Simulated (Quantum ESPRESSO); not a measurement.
Mg5AlZnS7Cl, one run as intended and one with a planted mistake

A calculation, not a measurement. The program is pw.x of Quantum ESPRESSO 7.5 (plane-wave density functional theory). The cell is made up: 15 atoms on a doubled zincblende/diamond lattice with one site empty, with randomly drawn elements, strain and displacements, not relaxed. PseudoDojo standard norm-conserving files (v0.5 for PBE, v0.4.1 for LDA and PBEsol) set the functional; there is no spin polarisation, spin-orbit coupling or dispersion term, and the masses in the input are unused placeholders.

Intended input:

```
&control calculation='scf', pseudo_dir='./dojo.nc.sr.pbe.v0_5.standard.upf', outdir='./o', disk_io='low', tprnfor=.true., tstress=.true. /
&system ibrav=0, nat=15, ntyp=5, nbnd=67, ecutwfc=84.00895049, nosym=.true., tot_charge=0,
 occupations='smearing', smearing='fd', degauss=0.0018374661
/
&electrons conv_thr=7.350e-09, electron_maxstep=60, /
ATOMIC_SPECIES
Al 1.0 Al.upf
Cl 1.0 Cl.upf
Mg 1.0 Mg.upf
S 1.0 S.upf
Zn 1.0 Zn.upf
CELL_PARAMETERS angstrom
5.639 0.0 0.0
0.0 5.639 0.0
0.0 0.0 11.278
ATOMIC_POSITIONS angstrom
Mg -0.0332 0.0152 -0.0018
Al 2.822 -0.0403 2.7866
Zn 2.8235 2.8356 -0.0252
Mg 0.0309 -0.0313 5.6286
Mg 0.0365 2.8332 8.4332
Mg 2.8762 -0.0722 8.4254
Mg 2.876 2.9329 5.6302
S 1.3973 1.3666 1.4362
Cl 1.3785 4.2193 4.1896
S 4.1732 1.3259 4.194
S 4.2812 4.1986 1.4398
S 1.4045 1.4376 7.0752
S 1.3381 4.2547 9.8547
S 4.2485 1.4069 9.8407
S 4.2425 4.1502 7.0078
K_POINTS automatic
4 4 2 1 1 1
```

The log is shortened where brackets say so; the opening notice, blank lines, dates and the lines on written files are dropped, and the path of the files is cut. It prints rydbergs, bohrs and kilobars, and counts compression as positive stress. Where no state is partly filled, the Fermi energy that it prints is only some level between the filled and the empty states on the mesh, and need not lie in the true gap.

Log of the intended run:

```
     Program PWSCF v.7.5
     Parallel version (MPI & OpenMP), running on       4 processor cores
     Number of MPI processes:                 4
     Threads/MPI process:                     1
     [start-up lines left out]
     bravais-lattice index     =            0
     lattice parameter (alat)  =      10.6562  a.u.
     unit-cell volume          =    2420.0976 (a.u.)^3
     number of atoms/cell      =           15
     number of atomic types    =            5
     number of electrons       =       122.00
     number of Kohn-Sham states=           67
     kinetic-energy cutoff     =      84.0090  Ry
     charge density cutoff     =     336.0358  Ry
     scf convergence threshold =      7.3E-09
     mixing beta               =       0.7000
     number of iterations used =            8  plain     mixing
     Exchange-correlation= PBE
                           (   1   4   3   4   0   0   0)
     [axes and pseudopotential details left out]
   Cartesian axes
     site n.     atom                  positions (alat units)
         1        Mg     tau(   1) = (  -0.0058876   0.0026955  -0.0003192  )
         2        Al     tau(   2) = (   0.5004433  -0.0071467   0.4941656  )
         3        Zn     tau(   3) = (   0.5007093   0.5028551  -0.0044689  )
         4        Mg     tau(   4) = (   0.0054797  -0.0055506   0.9981557  )
         5        Mg     tau(   5) = (   0.0064728   0.5024295   1.4955134  )
         6        Mg     tau(   6) = (   0.5100550  -0.0128037   1.4941302  )
         7        Mg     tau(   7) = (   0.5100195   0.5201099   0.9984394  )
         8        S      tau(   8) = (   0.2477922   0.2423479   0.2546905  )
         9        Cl     tau(   9) = (   0.2444582   0.7482355   0.7429686  )
        10        S      tau(  10) = (   0.7400603   0.2351303   0.7437489  )
        11        S      tau(  11) = (   0.7592126   0.7445646   0.2553290  )
        12        S      tau(  12) = (   0.2490690   0.2549388   1.2546905  )
        13        S      tau(  13) = (   0.2372938   0.7545132   1.7475971  )
        14        S      tau(  14) = (   0.7534137   0.2494946   1.7451144  )
        15        S      tau(  15) = (   0.7523497   0.7359816   1.2427381  )
     number of k points=    16  Fermi-Dirac smearing, width (Ry)=  0.0018
                       cart. coord. in units 2pi/alat
        k(    1) = (   0.1250000   0.1250000   0.1250000), wk =   0.1250000
        k(    2) = (   0.1250000   0.1250000  -0.1250000), wk =   0.1250000
     [further k points left out]
     Dense  grid:   251869 G-vectors     FFT dimensions: (  64,  64, 125)
     Estimated max dynamical RAM per process >     574.21 MB
     Estimated total dynamical RAM >       2.06 GB
     Initial potential from superposition of free atoms
     starting charge     121.9932, renormalised to     122.0000
     Starting wfcs are   71 randomized atomic wfcs
     total cpu time spent up to now is        5.3 secs
     per-process dynamical memory:   383.2 Mb
     Self-consistent Calculation
     iteration #  1     ecut=    84.01 Ry     beta= 0.70
     Davidson diagonalization with overlap
     ethr =  1.00E-02,  avg # of iterations =  5.4
     Threshold (ethr) on eigenvalues was too large:
     Diagonalizing with lowered threshold
     Davidson diagonalization with overlap
     ethr =  9.02E-04,  avg # of iterations =  1.4
     total cpu time spent up to now is       28.1 secs
     total energy              =   -1204.46888034 Ry
     estimated scf accuracy    <       1.05965740 Ry
     iteration #  2     ecut=    84.01 Ry     beta= 0.70
     Davidson diagonalization with overlap
     ethr =  8.69E-04,  avg # of iterations =  6.0
     total cpu time spent up to now is       42.8 secs
     total energy              =   -1204.73475443 Ry
     estimated scf accuracy    <       0.50334566 Ry
     [iterations 3 to 9 left out]
     iteration # 10     ecut=    84.01 Ry     beta= 0.70
     Davidson diagonalization with overlap
     ethr =  2.02E-10,  avg # of iterations =  2.0
     total cpu time spent up to now is      145.8 secs
     total energy              =   -1204.84885727 Ry
     estimated scf accuracy    <       0.00000005 Ry
     iteration # 11     ecut=    84.01 Ry     beta= 0.70
     Davidson diagonalization with overlap
     ethr =  3.75E-11,  avg # of iterations =  2.1
     total cpu time spent up to now is      157.6 secs
     End of self-consistent calculation
     [lines on levels left out]
     the Fermi energy is     4.7211 ev
!    total energy              =   -1204.84885728 Ry
     estimated scf accuracy    <          3.1E-09 Ry
     smearing contrib. (-TS)   =       0.00000000 Ry
     internal energy E=F+TS    =   -1204.84885728 Ry
     The total energy is F=E-TS. E is the sum of the following terms:
     one-electron contribution =   -1036.19566060 Ry
     hartree contribution      =     524.38588172 Ry
     xc contribution           =    -179.56009174 Ry
     ewald contribution        =    -513.47898667 Ry
     convergence has been achieved in  11 iterations
     Forces acting on atoms (cartesian axes, Ry/au):
     atom    1 type  3   force =     0.00086076    0.00388241    0.01850673
     atom    2 type  1   force =     0.03548365    0.04128572   -0.06147031
     atom    3 type  5   force =     0.00064101   -0.00459962    0.01838633
     atom    4 type  3   force =    -0.02296858    0.03059337    0.00507793
     atom    5 type  3   force =    -0.00916742   -0.01227456    0.02207077
     atom    6 type  3   force =    -0.01049202    0.01603142    0.01842885
     atom    7 type  3   force =    -0.01081310   -0.06126674   -0.01784746
     atom    8 type  4   force =     0.04189057   -0.01272380    0.02649683
     atom    9 type  2   force =     0.01163267    0.00161046   -0.01797337
     atom   10 type  4   force =    -0.02743464   -0.02547355   -0.01024081
     atom   11 type  4   force =    -0.05614563    0.00598238    0.02684602
     atom   12 type  4   force =     0.01410618   -0.01057307   -0.02904560
     atom   13 type  4   force =     0.02933001   -0.01446246    0.00084626
     atom   14 type  4   force =    -0.01710644    0.01622404   -0.00299160
     atom   15 type  4   force =     0.02018296    0.02576401    0.00290944
     Total force =     0.164107     Total SCF correction =     0.000176
     Computing stress (Cartesian axis) and pressure
          total   stress  (Ry/bohr**3)                   (kbar)     P=      -15.93
  -0.00009014   0.00000322  -0.00000700          -13.26        0.47       -1.03
   0.00000322  -0.00010476   0.00001084            0.47      -15.41        1.59
  -0.00000700   0.00001084  -0.00012996           -1.03        1.59      -19.12
     init_run     :      4.86s CPU      5.11s WALL (       1 calls)
     electrons    :    150.21s CPU    152.40s WALL (       1 calls)
     forces       :      2.21s CPU      2.26s WALL (       1 calls)
     stress       :      6.64s CPU      6.82s WALL (       1 calls)
     [timing details left out]
     PWSCF        :   2m44.12s CPU   2m46.91s WALL
     JOB DONE.
```

A second run has one planted mistake: two atoms have their elements exchanged. The input lines that differ, file-writing options aside:

```
- Al 2.822 -0.0403 2.7866
+ Zn 2.822 -0.0403 2.7866
- Zn 2.8235 2.8356 -0.0252
+ Al 2.8235 2.8356 -0.0252
```

Its log:

```
     Program PWSCF v.7.5
     Parallel version (MPI & OpenMP), running on       4 processor cores
     Number of MPI processes:                 4
     Threads/MPI process:                     1
     [start-up lines left out]
     bravais-lattice index     =            0
     lattice parameter (alat)  =      10.6562  a.u.
     unit-cell volume          =    2420.0976 (a.u.)^3
     number of atoms/cell      =           15
     number of atomic types    =            5
     number of electrons       =       122.00
     number of Kohn-Sham states=           67
     kinetic-energy cutoff     =      84.0090  Ry
     charge density cutoff     =     336.0358  Ry
     scf convergence threshold =      7.3E-09
     mixing beta               =       0.7000
     number of iterations used =            8  plain     mixing
     Exchange-correlation= PBE
                           (   1   4   3   4   0   0   0)
     [axes and pseudopotential details left out]
   Cartesian axes
     site n.     atom                  positions (alat units)
         1        Mg     tau(   1) = (  -0.0058876   0.0026955  -0.0003192  )
         2        Zn     tau(   2) = (   0.5004433  -0.0071467   0.4941656  )
         3        Al     tau(   3) = (   0.5007093   0.5028551  -0.0044689  )
         4        Mg     tau(   4) = (   0.0054797  -0.0055506   0.9981557  )
         5        Mg     tau(   5) = (   0.0064728   0.5024295   1.4955134  )
         6        Mg     tau(   6) = (   0.5100550  -0.0128037   1.4941302  )
         7        Mg     tau(   7) = (   0.5100195   0.5201099   0.9984394  )
         8        S      tau(   8) = (   0.2477922   0.2423479   0.2546905  )
         9        Cl     tau(   9) = (   0.2444582   0.7482355   0.7429686  )
        10        S      tau(  10) = (   0.7400603   0.2351303   0.7437489  )
        11        S      tau(  11) = (   0.7592126   0.7445646   0.2553290  )
        12        S      tau(  12) = (   0.2490690   0.2549388   1.2546905  )
        13        S      tau(  13) = (   0.2372938   0.7545132   1.7475971  )
        14        S      tau(  14) = (   0.7534137   0.2494946   1.7451144  )
        15        S      tau(  15) = (   0.7523497   0.7359816   1.2427381  )
     number of k points=    16  Fermi-Dirac smearing, width (Ry)=  0.0018
                       cart. coord. in units 2pi/alat
        k(    1) = (   0.1250000   0.1250000   0.1250000), wk =   0.1250000
        k(    2) = (   0.1250000   0.1250000  -0.1250000), wk =   0.1250000
     [further k points left out]
     Dense  grid:   251869 G-vectors     FFT dimensions: (  64,  64, 125)
     Estimated max dynamical RAM per process >     574.21 MB
     Estimated total dynamical RAM >       2.06 GB
     Initial potential from superposition of free atoms
     starting charge     121.9932, renormalised to     122.0000
     Starting wfcs are   71 randomized atomic wfcs
     total cpu time spent up to now is        5.6 secs
     per-process dynamical memory:   383.2 Mb
     Self-consistent Calculation
     iteration #  1     ecut=    84.01 Ry     beta= 0.70
     Davidson diagonalization with overlap
     ethr =  1.00E-02,  avg # of iterations =  5.6
     Threshold (ethr) on eigenvalues was too large:
     Diagonalizing with lowered threshold
     Davidson diagonalization with overlap
     ethr =  8.96E-04,  avg # of iterations =  1.6
     total cpu time spent up to now is       29.5 secs
     total energy              =   -1204.45520213 Ry
     estimated scf accuracy    <       1.04985536 Ry
     iteration #  2     ecut=    84.01 Ry     beta= 0.70
     Davidson diagonalization with overlap
     ethr =  8.61E-04,  avg # of iterations =  5.6
     total cpu time spent up to now is       45.2 secs
     total energy              =   -1204.64107384 Ry
     estimated scf accuracy    <       0.73143159 Ry
     [iterations 3 to 10 left out]
     iteration # 11     ecut=    84.01 Ry     beta= 0.70
     Davidson diagonalization with overlap
     ethr =  5.04E-11,  avg # of iterations =  4.0
     total cpu time spent up to now is      155.0 secs
     total energy              =   -1204.83689820 Ry
     estimated scf accuracy    <       0.00000003 Ry
     iteration # 12     ecut=    84.01 Ry     beta= 0.70
     Davidson diagonalization with overlap
     ethr =  2.78E-11,  avg # of iterations =  2.0
     total cpu time spent up to now is      165.9 secs
     End of self-consistent calculation
     [lines on levels left out]
     the Fermi energy is     4.5963 ev
!    total energy              =   -1204.83689821 Ry
     estimated scf accuracy    <          2.6E-09 Ry
     smearing contrib. (-TS)   =      -0.00000000 Ry
     internal energy E=F+TS    =   -1204.83689821 Ry
     The total energy is F=E-TS. E is the sum of the following terms:
     one-electron contribution =   -1005.01312400 Ry
     hartree contribution      =     508.77017078 Ry
     xc contribution           =    -179.55308488 Ry
     ewald contribution        =    -529.04086010 Ry
     convergence has been achieved in  12 iterations
     Forces acting on atoms (cartesian axes, Ry/au):
     atom    1 type  3   force =     0.00117225    0.00403761    0.03813217
     atom    2 type  5   force =     0.02969067    0.03167824   -0.02173299
     atom    3 type  1   force =     0.00010006   -0.00951794    0.05771903
     atom    4 type  3   force =    -0.02257800    0.03052103   -0.01795413
     atom    5 type  3   force =    -0.00950065   -0.01297739   -0.00010021
     atom    6 type  3   force =    -0.01046712    0.01630361   -0.00409756
     atom    7 type  3   force =    -0.01078712   -0.06067769   -0.04090834
     atom    8 type  4   force =     0.03814619    0.03271036   -0.03456720
     atom    9 type  2   force =    -0.00097972   -0.00834830    0.00492029
     atom   10 type  4   force =    -0.01062915   -0.00998631    0.01264599
     atom   11 type  4   force =    -0.05237996   -0.03228620   -0.03445746
     atom   12 type  4   force =     0.01376187   -0.01198330   -0.00710612
     atom   13 type  4   force =     0.04531631   -0.02770986    0.01334678
     atom   14 type  4   force =    -0.03159174    0.03135308    0.00909561
     atom   15 type  4   force =     0.02072612    0.02688305    0.02506414
     Total force =     0.177554     Total SCF correction =     0.000155
     Computing stress (Cartesian axis) and pressure
          total   stress  (Ry/bohr**3)                   (kbar)     P=      -15.32
  -0.00008497  -0.00000199  -0.00000520          -12.50       -0.29       -0.77
  -0.00000199  -0.00011378   0.00001572           -0.29      -16.74        2.31
  -0.00000520   0.00001572  -0.00011373           -0.77        2.31      -16.73
     init_run     :      5.21s CPU      5.43s WALL (       1 calls)
     electrons    :    157.89s CPU    160.35s WALL (       1 calls)
     forces       :      2.16s CPU      2.21s WALL (       1 calls)
     stress       :      6.50s CPU      6.67s WALL (       1 calls)
     [timing details left out]
     PWSCF        :   2m52.00s CPU   2m55.04s WALL
     JOB DONE.
```

|  | intended run | run with the mistake |
| --- | --- | --- |
| free energy (eV) | -16392.804 | -16392.641 |
| smearing term -TS (eV) | 0.0000 | 0.0000 |
| pressure (GPa) | -1.59 | -1.53 |
| largest force component (eV/Å) | 1.580 | 1.560 |
| largest change of a force component (eV/Å) |  | 1.576 |
| iterations | 11 | 12 |

For scale, a rerun of the intended cell at a cutoff of 1437 eV and k mesh 6 x 6 x 4 moved values by no more than 0.004 eV in energy, 0.02 GPa in stress and 0.005 eV/Å in force.